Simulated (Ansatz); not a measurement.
ZrN:
```
CELL_PARAMETERS angstrom
     -1.50018     1.50018     5.51708
      1.50018    -1.50018     5.51708
      1.50018     1.50018    -5.51708
ATOMIC_POSITIONS crystal
  Zr 0.00333 0.00333 0.00000
  Zr 0.75333 0.25333 0.50000
  N  0.41267 0.41267 0.00000
  N  0.16267 0.66267 0.50000
```

Relaxed with PBE. Special points in fractions of this cell's reciprocal vectors: Γ (0.000, 0.000, 0.000); X (0.000, 0.000, 0.500); P (0.250, 0.250, 0.250); N (0.000, 0.500, 0.000); M (0.500, 0.500, -0.500); S (0.268, 0.732, -0.268); S0 (-0.268, 0.268, 0.268); R (-0.037, 0.037, 0.500); G (0.500, 0.500, -0.037).

Task: List the band energies nearest the Fermi level at these points for the program Ansatz at the PBE level (PAW).

Result: In eV from the Fermi level; about four levels below and three above (degenerate sets whole), none deeper than 8.9 eV; points with the same levels are listed once.

```tsv
k	below	above
Γ	-2.12 -2.12 -1.64 -1.55	2.23 3.35 3.43
X	-4.97 -4.97 -3.31 -3.31	0.71 0.71 4.09 4.09
P	-4.74 -4.74 -3.47 -3.47	0.78 0.78 4.04 4.04
N	-3.50 -2.66 -2.56 -1.08	0.03 2.54 2.86
M	-2.11 -2.11 -1.58 -1.58	3.54 3.54 4.64 4.64
S	-3.47 -2.68 -2.68 -1.10	0.23 2.26 2.81
R	-4.92 -4.92 -3.29 -3.29	0.70 0.70 4.06 4.06
```

Space group I4_1md. The cell is a constructed one: a structure type filled with these elements; neither database checked (COD, Materials Project) lists it. It is not the phase usual at ambient conditions (space group No. 225). Symmetry was held in the PBE relaxation; its stability against distortions is not shown here. The run is not spin-polarised. Scalar-relativistic: spin–orbit coupling is off unless named, which matters more the heavier the elements.

Potentials: the later of the program's two PAW sets.
